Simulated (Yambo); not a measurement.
Quantum ESPRESSO input (LDA, PseudoDojo standard norm-conserving files, scalar-relativistic) whose wavefunctions are converted with p2y:

```
&CONTROL
  calculation = 'nscf'
  pseudo_dir = './pseudo'
  outdir = './out'
/
&SYSTEM
  ibrav = 0
  nat = 2
  ntyp = 2
  ecutwfc = 82.3
  ecutrho = 329.2
  occupations = 'fixed'
  force_symmorphic = .true.
  nbnd = 132
/
&ELECTRONS
  conv_thr = 2e-09
  diago_full_acc = .true.
  diago_thr_init = 1e-08
/
ATOMIC_SPECIES
Te 127.6000 Te.upf
Pb 207.2000 Pb.upf
CELL_PARAMETERS angstrom
  0.000000000000   3.270895000000   3.270895000000
  3.270895000000   0.000000000000   3.270895000000
  3.270895000000   3.270895000000   0.000000000000
ATOMIC_POSITIONS crystal
Te   0.000000000000   0.000000000000   0.000000000000
Pb   0.500000000000   0.500000000000   0.500000000000
K_POINTS automatic
2 2 2 0 0 0
```

Yambo's initialisation report on symmetry, reciprocal space, the k grid and the gaps on this mesh:

```
  [02.02] Symmetries
  ==================

  Inversion symmetry    : yes
  Spatial inversion     : yes
  Inversion index       :  25
  K-space Time-reversal : no
  Magnetic symmetries   : no
  Group table correct   : yes
  Symmetries units      :  [cc]

  [02.03] Reciprocal space
  ========================

  nG shells         :   427
  nG charge         :   47591
  nG WFs            :   6825
  nC WFs            :   5962
  G-vecs. in first 42 shells:  [ Number ]
     1    9   15   27   51   59   65   89  113
    137   169   181   229   259   283   307   331   339
    387   411   459   531   537   561   609   645   701
    725   749   821   869   893   941   965  1037  1067
   1139  1211  1243  1291  1363  1411
  ...
  Shell energy in first 42 shells:  [ mHa ]
    0.00000      387.490      516.653      1033.31      1420.80      1549.96      2066.61      2454.10      2583.26
    3099.92      3487.41      4133.22      4520.71      4649.88      5166.53      5554.02      5683.18      6199.83
    6587.32      6716.49      7233.14      7620.63      8266.45      8653.93      8783.10      9299.75      9687.24
    9816.40      10333.1      10720.5      10849.7      11366.4      11753.9      12399.7      12787.2      12916.3
    13433.0      13820.5      13949.6      14853.8      14982.9      15499.6
  ...

  [02.04] K-grid lattice
  ======================

  Compatible Grid is   : 3D
  Base K vectors       :  K_min[ 1 ]  K_min[ 2 ]  K_min[ 3 ]
  K_min[ 1 ] :  0.500000  0.500000  0.500000 [rlu]
  K_min[ 2 ] : -0.500000  0.000000  0.000000 [rlu]
  K_min[ 3 ] :  0.000000 -0.500000  0.000000 [rlu]
  Grid dimensions      :  2  2  2
  K lattice UC volume  :  0.065648 [a.u.]

  IBZ K-points                                      :  3
  BZ  K-points                                      :   8

  K/Q-points units:
  rlu = crystal or reduced units; cc = cartesian coordinates; iku = interal k-units

  K [1]          [rlu]:  0.000000  0.000000  0.000000
         WF components:   5961
  K [2]          [rlu]:  0.000000  0.000000 -0.500000
         WF components:   5936
  K [3]          [rlu]:  0.000000 -0.500000 -0.500000
         WF components:   5962

  [02.05] Energies & Occupations
  ==============================

  [X] === General ===
  [X] Electronic Temperature                        :  0.000000  0.000000 [eV K]
  [X] Bosonic    Temperature                        :  0.000000  0.000000 [eV K]
  [X] Finite Temperature mode                       : no
  [X] El. density                                   :  0.42864E+24 [cm-3]
  [X] Fermi Level                                   :  8.080020 [eV]

  [X] === Gaps and Widths ===
  [X] Conduction Band Min                           :  0.726890 [eV]
  [X] Valence Band Max                              :  0.000000 [eV]
  [X] Filled Bands                                  :  15
  [X] Empty Bands                                   :   16  132
  [X] Direct Gap                                    :  0.726890 [eV]
  [X] Direct Gap localized at k                     :  2
  [X] Indirect Gap                                  :  0.726890 [eV]
  [X] Indirect Gap between kpts                     :  2  2
  [X] Last valence band width                       :  2.556014 [eV]
  [X] 1st conduction band width                     :  3.248312 [eV]
```
The gaps are LDA values on this mesh alone; only operations without fractional translations are kept.

Spin-orbit coupling is not included.

Geometry of the Materials Project entry, not relaxed at this level.
